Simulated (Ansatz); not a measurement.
KF:
```
KF
1.0
    0.00000     2.65328     2.65328
    2.65328     0.00000     2.65328
    2.65328     2.65328     0.00000
K F
1 1
Cartesian
  0.00000   0.00000   0.00000
  2.65328   2.65328   2.65328
```

Relaxed with PBEsol.

### Question
Give the optical modes at the zone centre with their infrared activity from DFPT, the program Ansatz at the PBEsol level (PAW).

### Answer
Transverse frequencies, without the LO–TO term; a row sums one degenerate level.

| ω (cm⁻¹) | degeneracy | IR ((D/Å)²/amu) | activity | symmetry |
|---|---|---|---|---|
| 180 | 3 | 7.06 | IR | T1u |

### Question
How high does the top mode go among those that the LO–TO term moves?

### Answer
314 cm⁻¹ for q along x.

Space group Fm-3m (rock salt). The cell was relaxed with PBEsol under the symmetry of its start; phonons on a q-mesh show no instability.

Potentials: the later of the program's two PAW sets.
